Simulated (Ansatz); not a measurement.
According to plane-wave PAW PBEsol (Ansatz code), MgO in the tetragonal phase (P4_2/mnm; Mg on 4g, O on 4f) relaxes to a = 5.511 Å, c = 3.276 Å. Against the elements it lies at -2590 meV/atom, with no fitted shifts.

The Kohn–Sham gap is 3.36 eV (smallest direct gap 3.37 eV). The valence maximum lies on the M–Γ line, 83 % of the way from M and the conduction minimum at Γ. HSE06 on the same cell gives 5.07 eV. Electrons at the band edge weigh 0.34, 0.34, 0.36 mₑ (principal values).

The bulk modulus is 104 GPa. The relaxed-ion elastic constants in GPa are C11 = 122, C12 = 96.0, C13 = 95.8, C33 = 205, C44 = 44.4, C66 = 67.1. The elastic constants imply a Debye temperature near 531 K. Perturbation theory gives ε∞ = 3.01 (xx = yy), 2.96 (zz). Letting the ions move raises it to ε0 = 6.13 (xx = yy), 5.08 (zz). Born charges are Mg +1.80, O -1.80 e. The phonon dispersion is stable (no imaginary branch). Without the LO–TO term the highest mode at Γ lies at 602 cm⁻¹.

The start of the workflow was typed in or built on a structure type; neither database checked (COD, Materials Project) lists it. It is not the phase usual at ambient conditions (space group No. 225). The cell was relaxed with PBEsol under the symmetry of its start. The references are the lowest solids computed at this level, not always the standard phases (solids in place of the gases).

Potentials: the earlier of the program's two PAW sets. The files were generated under PBE; for other functionals the program regenerates the frozen cores, and for LDA and PBEsol the local potential too.
